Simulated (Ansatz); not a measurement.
Cs$_{2}$KInF$_{6}$:
Space group Fm-3m (No. 225); a = b = c = 9.2371 Å, α = β = γ = 90.00°

```tsv
atom	site	symmetry	x	y	z
K	4b	m-3m	0.5000	0.5000	0.5000
Cs	8c	-43m	0.2500	0.2500	0.2500
In	4a	m-3m	0.0000	0.0000	0.0000
F	24e	4m.m	0.0000	0.0000	0.2257
```
(The calculation used a cell of 10 atoms; values per cell refer to that cell.)

Relaxed with PBEsol. 

Q: HSE06 on this cell (Ansatz, a quantum-chemistry and plane-wave program, PAW) gives a gap of 7.83 eV. What does PBEsol give?

A: 5.67 eV.

Cost on shared cores: the PBEsol run (SCF on a 5×5×5 mesh, then bands and DOS) around 90 core-seconds (rough), the HSE06 run (SCF on 3×3×3, then a few points) roughly 5 core-minutes; the tasks are unlike.

The first step of the workflow began from a Materials Project structure, measured or hypothetical; the Crystallography Open Database copy checked does not list it. Its standing as an ambient phase is unchecked. The PBEsol relaxation kept the symmetry of its start; its stability against distortions is not shown here. Scalar-relativistic: spin–orbit coupling is off unless named, which matters more the heavier the elements.

Potentials: the later of the program's two PAW sets.

Ansatz is a plane-wave DFT program.
